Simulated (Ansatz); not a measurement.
WS:
```yaml
crystal:
  lattice:
    - [3.07869, 0.00000, 0.00000]
    - [-1.53935, 2.66623, 0.00000]
    - [0.00000, 0.00000, 3.42474]
  atoms:
    - { symbol: W, position: [0.00000, 0.00000, 0.00000] }
    - { symbol: S, position: [0.33333, 0.66667, 0.50000] }
```

Relaxed with PBEsol. Special points in fractions of this cell's reciprocal vectors: Γ (0.000, 0.000, 0.000); M (0.500, 0.000, 0.000); K (0.333, 0.333, 0.000); A (0.000, 0.000, 0.500); L (0.500, 0.000, 0.500); H (0.333, 0.333, 0.500).

**Question.** List the band energies nearest the Fermi level at these points for the program Ansatz at the PBEsol with spin–orbit coupling level (PAW).

**Answer.** In eV from the Fermi level; about four levels below and three above (degenerate sets whole), none deeper than 8.9 eV; points with the same levels are listed once.

```
k                    below                above
-  -----------------------  -------------------
Γ  -4.51 -4.51 -4.32 -4.32  0.05 0.05 0.36 0.36
M  -3.72 -3.72 -0.92 -0.92  1.85 1.85 2.44 2.44
K  -1.13 -0.81 -0.70 -0.52       0.87 0.91 5.52
A  -1.83 -1.83 -0.92 -0.92  1.17 1.17 1.35 1.35
L  -5.94 -5.94 -2.84 -2.84  0.57 0.57 1.74 1.74
H  -6.34 -6.28 -2.40 -2.32       0.63 0.69 1.92
```

Space group P-6m2. The start of the workflow was typed in or built on a structure type; neither database checked (COD, Materials Project) lists it. Its standing as an ambient phase is unchecked. The cell was relaxed with PBEsol under the symmetry of its start; whether a distortion lowers the energy is not shown. The workflow began spin-polarised and lost its moments.

Potentials: the earlier of the program's two PAW sets. The files were generated under PBE; for other functionals the program regenerates the frozen cores, and for LDA and PBEsol the local potential too.
